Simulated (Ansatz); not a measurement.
**Bands of YbN**

```xyz
2
Lattice="0.0000 2.5899 2.5899 2.5899 0.0000 2.5899 2.5899 2.5899 0.0000" Properties=species:S:1:pos:R:3 pbc="T T T"
Yb    0.0000    0.0000    0.0000
N     1.2949    1.2949    1.2949
```

Atoms are numbered in the order listed.

The structure comes from a relaxation in the same program, started in the zincblende type, and has space group F-43m. Whether it is a known phase or the ground state wasn't checked.

Where the f shell is localised, expect the real compound to differ from this run without U.

No spin–orbit coupling, which matters for the heavy atoms here.

The calculation used DFT, PBE, all-electron LAPW, scalar-relativistic in Ansatz 0.2.0.

Numerical set-up: a Γ-centred 11×11×11 k mesh, Fermi–Dirac smearing of 0.08 eV, basis error target 1 meV/atom, no spin polarisation.

Points in fractions of the reciprocal vectors of this cell: Γ (0, 0, 0), X (-0.5, -0.5, 0), U (-0.375, -0.375, 0.25), K (-0.375, 0, 0.375), L (0, 0, 0.5), W (-0.5, -0.25, 0.25). The path joins them by straight lines in the order Γ–X–U–K–Γ–L–W–X; legs that retrace an earlier one aren't tabulated. Energies are in eV from the Fermi level.

(1) Is there a gap?

(2) List the levels between -8 and 6 eV at the symmetry points.

## Answers

(1) none: with an odd electron count and no spin polarisation the bands can't all be full, a metal in this set-up (spin order or a larger cell could open a gap).

(2) 
Γ: -1.97 (×3), -0.76, -0.44 (×3), -0.33 (×3), 2.20
X: -3.21, -1.04 (×2), -0.53, -0.47 (×2), -0.47, -0.45, 0.17 (×2), 2.55, 5.47
U: -2.62, -1.34, -1.18, -0.52, -0.51, -0.49, -0.46, -0.44, -0.01, 0.05, 2.63, 5.52
K: -2.62, -1.34, -1.18, -0.52, -0.51, -0.49, -0.46, -0.44, -0.01, 0.05, 2.63, 5.52
L: -2.24, -1.57 (×2), -0.54, -0.50, -0.47 (×2), -0.44, -0.25 (×2), 4.83
W: -2.11, -2.00, -1.03, -0.52, -0.52, -0.48, -0.48, -0.43, -0.05, 0.17, 2.48, 4.99
